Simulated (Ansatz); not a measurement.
## Fm-3m: 4 crystals compared

All 4 crystals share space group Fm-3m (No. 225) and the same kinds of sites, 1 atom in the primitive cell. They are database entries and needn't be the stable phases. The set is a selection: crystals with a Fermi surface that the mesh didn't resolve were left out. Cells are relaxed by PAW under the functional.

Quantity: Fermi-surface sums. Level: PBEsol, all-electron LAPW in Ansatz 0.2.0, scalar-relativistic.

| crystal | cell (conventional) | fine k mesh | smearing (eV) | N(E_F) (states/eV/atom) | ħω_p (r.m.s. of x, y, z) (eV) | Fermi speed (10⁶ m/s) |
| --- | --- | --- | --- | --- | --- | --- |
| K | a = 6.579 Å | 20×20×20 | 0.08 | 0.77 | 4.3 | 0.81 |
| Li | a = 4.320 Å | 20×20×20 | 0.10 | 0.52 | 6.7 | 0.77 |
| Pb | a = 4.941 Å | 20×20×20 | 0.10 | 0.50 | 9.5 | 1.43 |
| Pd | a = 3.879 Å | 24×24×24 | 0.10 | ? | ? | ? |

Problem. What did the calculation give for Pd?

Solution. N(E_F) = 2.63 states/eV/atom, ħω_p (r.m.s. of x, y, z) = 7.5 eV, Fermi speed = 0.26×10⁶ m/s.

Known limits: these sums move with the mesh, by several per cent and more for small sheets; no spin-orbit coupling on heavy atoms (Pb); large density of states at the Fermi level, a magnetic or distorted state may lie lower (Pd).
